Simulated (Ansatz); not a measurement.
C (diamond)

```
C
1.0
    0.00000     1.78581     1.78581
    1.78581     0.00000     1.78581
    1.78581     1.78581     0.00000
C
2
Direct
  0.50000   0.50000   0.50000
  0.75000   0.75000   0.75000
```

The numbers are results of PBE (plane waves to 420 eV, PAW, scalar-relativistic; Ansatz, a program for electronic structure), not measurements. Harmonic phonons by density-functional perturbation theory on a 12×12×12 k mesh, in cm⁻¹; i marks imaginary ones, q is in fractions of the reciprocal vectors of the cell shown, and the three acoustic modes at Γ are left out. C was relaxed with its symmetry unable to fall. The PAW data are Ansatz's earlier set.

Question: Does any mode at Γ, L = (0.5, 0.0, 0.0), X = (0.5, 0.5, 0.0) come out imaginary?

Answer: No imaginary mode at these points (lowest 546 cm⁻¹ at L = (0.5, 0.0, 0.0)); other wave vectors were not tested.

Question: Predict the phonon wavenumbers at Γ, L = (0.5, 0.0, 0.0), X = (0.5, 0.5, 0.0).

Answer: 
| q | wavenumbers (cm⁻¹) |
|---|---|
| Γ | 1289 (×3) |
| L = (0.5, 0.0, 0.0) | 546 (×2), 1038, 1192 (×2), 1246 |
| X = (0.5, 0.5, 0.0) | 781 (×2), 1055 (×2), 1191 (×2) |
